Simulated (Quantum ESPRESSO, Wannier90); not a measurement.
**Te (R-3m), plane waves to Wannier functions**

Materials Project entry mp-1178932; symmetrised, unrelaxed at this level. Not found in the COD (Crystallography Open Database) copy used, which has the formula in other groups; not checked further. Level: PBEsol, no spin polarisation, no spin-orbit coupling; pw.x of Quantum ESPRESSO at 66 Ry with PseudoDojo potentials, 10×10×10 k-points, Wannier90. Density: 10×10×10 mesh, cold smearing 0.01 Ry. Spin-orbit coupling is left out although heavy elements are present.

Input w.win:

```
num_bands = 10
num_wann = 4
exclude_bands = 1-5
num_iter = 0
conv_tol = 1.0e-6
conv_window = 4
dis_num_iter = 1000
dis_conv_tol = 1.0e-6
dis_froz_max = 11.85
write_hr = true
write_u_matrices = true
begin projections
Te: s;p
end projections
begin unit_cell_cart
ang
    2.3059050828    1.3313149203    1.6909530000
   -2.3059050828    1.3313149203    1.6909530000
    0.0000000000   -2.6626298406    1.6909530000
end unit_cell_cart
begin atoms_frac
Te   0.5000000000  0.5000000000  0.5000000000
end atoms_frac
mp_grid = 10 10 10
begin kpoints
0.0000000000 0.0000000000 0.0000000000
0.0000000000 0.0000000000 0.1000000000
0.0000000000 0.0000000000 0.2000000000
... (997 more lines: the 10x10x10 mesh through Gamma)
end kpoints
```

On the energy scale of pw.x, whose zero is arbitrary, the Fermi level lies at 10.35 eV. Lines of w_hr.dat (R1 R2 R3 m n Re Im, eV) for R = 0 and one of the shortest lattice vectors, rounded to 0.01 eV, lines under 0.02 eV left out; orbitals in order: Te1 s, Te1 pz, Te1 px, Te1 py.

```
    0    0    0    1    1    -0.52     0.00
    0    0    0    2    2     8.56     0.00
    0    0    0    3    3     8.62     0.00
    0    0    0    4    4     8.62     0.00
   -1    0    0    1    1    -0.47     0.00
   -1    0    0    2    1     0.53     0.00
   -1    0    0    3    1     0.73     0.00
   -1    0    0    4    1     0.42     0.00
   -1    0    0    1    2    -0.53     0.00
   -1    0    0    2    2     0.25     0.00
   -1    0    0    3    2     0.85     0.00
   -1    0    0    4    2     0.49     0.00
   -1    0    0    1    3    -0.73     0.00
   -1    0    0    2    3     0.85     0.00
   -1    0    0    3    3     0.75     0.00
   -1    0    0    4    3     0.65     0.00
   -1    0    0    1    4    -0.42     0.00
   -1    0    0    2    4     0.49     0.00
   -1    0    0    3    4     0.65     0.00
```
